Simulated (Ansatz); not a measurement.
**Field gradients at the nuclei in HfCrAgS4**

The cell is a Materials Project structure (computed, not necessarily an observed phase), taken as it stands.

Space group P2 (No. 3); a = 6.1704, b = 7.1316, c = 6.5532 Å, β = 91.45°.

```csv
site,Wyckoff,site symmetry,x,y,z
Hf1,1b,2,0.0000,0.2393,0.5000
Hf2,1d,2,0.5000,0.5121,0.5000
Cr3,1b,2,0.0000,0.7506,0.5000
Cr4,1d,2,0.5000,0.0002,0.5000
Ag5,1c,2,0.5000,0.9960,0.0000
Ag6,1c,2,0.5000,0.5036,0.0000
S7,2e,1,0.8202,0.9871,0.2908
S8,2e,1,0.8362,0.5071,0.2810
S9,2e,1,0.3343,0.2425,0.2778
S10,2e,1,0.3184,0.7624,0.2865
```

One atom of each set is listed.

The numbers come from a DFT calculation in Ansatz (r2SCAN, plane waves and PAW, scalar-relativistic, collinear spin, 500 eV cutoff, Γ-centred 5×4×4 k-points, Fermi–Dirac smearing 0.02 eV). Start moments as typed (μB): 3 on each Cr, none on the rest.

V_zz is the principal component of the electric field gradient with the largest magnitude, η = (V_xx − V_yy)/V_zz and C_Q = eQV_zz/h.

¹⁷⁷Hf: I = 7/2, Q = 3365 mb; Cr-53: I = 3/2, Q = -150.0 mb; 33S: I = 3/2, Q = -69.40 mb. Quadrupole moments are those of Pyykkö's year-2017 table.

(1) Which values are expected at the nuclei?

Answers

(1) 

```json
{"site": "Hf1", "atoms": "1", "first shell": "6 S at 2.50–2.58 Å", "V_zz (10²¹ V/m²)": "4.93", "η": "0.33", "C_Q (MHz)": "401"}
{"site": "Hf2", "atoms": "1", "first shell": "6 S at 2.51–2.61 Å", "V_zz (10²¹ V/m²)": "-3.27", "η": "0.90", "C_Q (MHz)": "-266"}
{"site": "Cr3", "atoms": "1", "first shell": "6 S at 2.42–2.45 Å", "V_zz (10²¹ V/m²)": "-1.07", "η": "0.30", "C_Q (MHz)": "3.87"}
{"site": "Cr4", "atoms": "1", "first shell": "6 S at 2.44–2.46 Å", "V_zz (10²¹ V/m²)": "-1.37", "η": "0.88", "C_Q (MHz)": "4.98"}
{"site": "Ag5", "atoms": "1", "first shell": "6 S at 2.71–2.77 Å", "V_zz (10²¹ V/m²)": "3.10", "η": "0.74", "C_Q (MHz)": "–"}
{"site": "Ag6", "atoms": "1", "first shell": "6 S at 2.74–2.88 Å", "V_zz (10²¹ V/m²)": "-3.06", "η": "0.29", "C_Q (MHz)": "–"}
{"site": "S7", "atoms": "2", "first shell": "2 Cr at 2.42–2.44 Å, 1 Hf at 2.50 Å, 1 Ag at 2.71 Å", "V_zz (10²¹ V/m²)": "-4.39", "η": "0.96", "C_Q (MHz)": "7.36"}
{"site": "S8", "atoms": "2", "first shell": "1 Cr at 2.45 Å, 2 Hf at 2.55–2.58 Å, 1 Ag at 2.74 Å", "V_zz (10²¹ V/m²)": "4.49", "η": "0.46", "C_Q (MHz)": "-7.53"}
{"site": "S9", "atoms": "2", "first shell": "1 Cr at 2.46 Å, 2 Hf at 2.55–2.61 Å, 2 Ag at 2.75–2.81 Å", "V_zz (10²¹ V/m²)": "-3.54", "η": "0.79", "C_Q (MHz)": "5.94"}
{"site": "S10", "atoms": "2", "first shell": "2 Cr at 2.44–2.45 Å, 1 Hf at 2.51 Å, 2 Ag at 2.77–2.88 Å", "V_zz (10²¹ V/m²)": "-5.42", "η": "0.13", "C_Q (MHz)": "9.09"}
```

At S10 V_zz points along its one bond to Hf (within 11°).

Ag has no stable isotope with a ground-state quadrupole moment in the table, so no C_Q is given.

The program didn't check the stability of this electronic state in full, so a lower one may lie near. Without spin–orbit coupling the gradients at and beside Hf can be off by some per cent, at some sites by more. All moments are parallel here, as the start or the cell imposes; many such compounds order antiparallel, where fields and spin densities carried over to other atoms largely cancel. The magnetic order is the one that the run reached from its start moments, not necessarily the measured one. Where η is near 1 the sign of V_zz means little.

The run took 33 min of wall time (33 min of CPU time) and 2.3 GiB at its peak, on 1 thread of Intel Xeon Processor @ 2.50GHz (Skylake/Cascade Lake) (x86_64; 62 cores open to the job, memory cap 3.0 GiB, no GPU), a shared host with a load of 0.9 a core.
